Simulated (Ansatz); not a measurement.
Ga₂SiS: rattling a relaxed structure

The structure comes from a generated guess, relaxed at this level; another structure or a mixture of phases may lie lower.

Theory: DFT PBE, scalar-relativistic, plane waves, PAW (Ansatz). Settings: cutoff 420 eV, Γ-centred mesh 10×10×8 on the computed 4-atom cell, Gaussian smearing of 0.02 eV; no spin polarisation.

The cell below (4 atoms, space group P-4m2 (No. 115)) is relaxed within its symmetry.

```yaml
crystal:
  lattice:
    - [4.07524, 0.00000, 0.00000]
    - [0.00000, 4.07524, 0.00000]
    - [0.00000, 0.00000, 5.39396]
  atoms:
    - { symbol: Ga, position: [0.00000, 0.50000, 0.23048] }
    - { symbol: Ga, position: [0.50000, 0.00000, 0.76952] }
    - { symbol: Si, position: [0.00000, 0.00000, 0.00000] }
    - { symbol: S, position: [0.50000, 0.50000, 0.50000] }
```

For the test a repeat of it with 8 atoms (edges 4.08, 4.08, 10.79 Å) was strained at random (σ = 1.5 % a component), the atoms were moved at random (σ = 0.05 Å), and all was relaxed again on a coarse 4×4×2 mesh (in the run’s order of axes) with 0.10 eV smearing, with no symmetry imposed.

Task: What happens?

Result: It returns, within 1 meV/atom of the unmoved cell on that mesh and with the same symmetry when read at 0.1 Å (C2 at 0.01 Å, so small strains and shifts remain). No instability shows in this cell; modes of other wave vectors, which need another repeat, aren't tested.
